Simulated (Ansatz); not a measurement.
Nb:
Space group Im-3m (No. 229); a = 3.3024 Å, b = 3.3024 Å, c = 3.3024 Å, α = 90.00°, β = 90.00°, γ = 90.00°

| atom | site | symmetry | x | y | z |
|---|---|---|---|---|---|
| Nb | 2a | m-3m | 0.0000 | 0.0000 | 0.0000 |
(The calculation used a cell of 1 atom; values per cell refer to that cell.)

Relaxed with the program Ansatz at the r²SCAN level (PAW). Indices refer to the conventional cell of Im-3m, a = 3.3024 Å, b = 3.3024 Å, c = 3.3024 Å, α = 90.00°, β = 90.00°, γ = 90.00°.

Q: Simulate the powder diffraction pattern (Cu Kα, λ = 1.54184 Å; lines above 1 %) up to 2θ = 90°.

A: Simulated powder pattern, Cu Kα, λ = 1.54184 Å (kinematic, ideal powder, no thermal factors, no anomalous dispersion; the 30 strongest lines at most, above 1 %, up to 2θ = 90°):

```json
[
 {"2θ (°)": "38.55", "d (Å)": "2.335", "I/Imax (%)": "100", "hkl": "(110)"},
 {"2θ (°)": "55.67", "d (Å)": "1.651", "I/Imax (%)": "17", "hkl": "(200)"},
 {"2θ (°)": "69.75", "d (Å)": "1.348", "I/Imax (%)": "33", "hkl": "(211)"},
 {"2θ (°)": "82.64", "d (Å)": "1.168", "I/Imax (%)": "11", "hkl": "(220)"}
]
```

Symmetry was held in the r²SCAN relaxation. No spin polarisation was allowed.

Potentials: the earlier of the program's two PAW sets.
